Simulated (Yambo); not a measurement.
AlSb (zinc blende, space group F-43m, No. 216) under isotropic strain of -1.5 % on all lattice vectors; a = b = c = 4.2870 Å, α = β = γ = 60.00°. With the G0W0 scissor the direct gap on the mesh is 2.74 eV.

Problem. Can the lowest exciton of this BSE run be trusted, and with what binding energy? (Yambo, PBEsol bands; 8×8×8 mesh, 3 valence and 5 conduction bands, static screening with 28 bands and a 4 Ry block, scissor 0.92 eV, Tamm-Dancoff.)

Solution. No. The lowest state covers only about 1 of the 512 k points, so the mesh doesn't resolve it: its energy and its distance from the direct gap are mesh artefacts. An extended exciton needs a far denser mesh. The scissor comes from a G0W0 run whose convergence isn't established. Spin-orbit coupling is left out, which matters for elements this heavy: edges can move by tenths of an eV.

The standard potential for Sb keeps a d shell in the valence without the s and p states of that shell. In tests on such compounds this moved G0W0 gaps by up to about 0.9 eV, so absolute quasiparticle energies here are unreliable; differences between settings are what counts.

Geometry strained from the cell relaxed with PBEsol, atoms relaxed again.
